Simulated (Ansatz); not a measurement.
Fields on a plane of CdSe (wurtzite)

```
CdSe
1.0
    4.38272     0.00000     0.00000
   -2.19136     3.79554     0.00000
    0.00000     0.00000     7.15447
Cd Se
2 2
Direct
  0.66667   0.33333   0.00047
  0.33333   0.66667   0.50047
  0.66667   0.33333   0.62473
  0.33333   0.66667   0.12473
```

The slice is a (1 -1 0 0) plane (indices of the conventional cell) through the point (0.667, 0.333, 0.001) (fractional), spanned by u = [110] and v = [001] in vectors of this cell: u (4.38 Å) and v (7.15 Å, at 90° to u). It covers one period; positions are fractions (u, v).

Atoms on it: Cd at (0.00, 0.00); Se at (0.00, 0.62).

Calculation: PBE (plane waves to 420 eV, PAW, scalar-relativistic; Ansatz, a program for electronic structure). k mesh 9×9×5. Near the nuclei the fields are pseudised (PAW); where an atom keeps semicore shells as valence, they peak there. CdSe was relaxed with its symmetry unable to fall.

```
|98865322221222235688|
|88764321111111234678|
|66543221100011223456|
|55433211000001123345|
|44332210000000122334|
|33332210000000122333|
|44333211000001123334|
|44443221000001223444|
|65544321100011234455|
|77654332111112334567|
|98754432211122344578|
|99764432222222344679|
|98754432222222344578|
|77654332222222334567|
|65544332222222334455|
|44443322222222233444|
|33333222222222223333|
|33222222222222222223|
|22211111122211111122|
|11111111111111111111|
|00000011111111100000|
|00000001111111000000|
|00000011111111100000|
|00001111222221111000|
|11111112222222111111|
|22222222223222222222|
|33322222333332222233|
|55433223333333223345|
|66543333333333333456|
|88764333333333334678|
|98865332222222335688|
|99875332222222335789|
```
Scale: ten equal steps from -1.82 (start of '0') to 1.66 (end of '9'), in the order '0123456789'. Values: log₁₀ of the valence density in e/Å³. The map has 20 points along u (one character each, u = 0 at the left) and 32 along v (v = 0 in the bottom row). The scale is logarithmic, as a density can span decades between atoms and voids.

```
v \ u  0.00  0.15  0.30  0.45  0.60  0.75  0.90
-----  ----  ----  ----  ----  ----  ----  ----
0.88   0.27  0.17  0.11  0.04  0.05  0.14  0.21
0.75   0.82  0.76  0.41  0.04  0.09  0.58  0.79
0.62      x  0.74  0.64  0.13  0.20  0.76     x
0.50   0.76  0.75  0.30  0.16  0.15  0.53  0.76
0.38   0.16  0.10  0.07  0.12  0.11  0.07  0.13
0.25   0.05  0.06  0.21  0.44  0.39  0.13  0.05
0.12   0.34  0.18  0.35  0.67  0.64  0.20  0.25
0.00      x  0.47  0.16  0.45  0.36  0.18     x
```

Values: electron localisation function (ELF). Points within 0.5 Å of a nucleus are blanked (x), as the pseudised field means little there.

* **Density on the Cd–Se line (2.69 Å) at its density minimum, 1.3 Å from Cd**: 0.34 e/Å³
* **ELF at that point**: 0.3
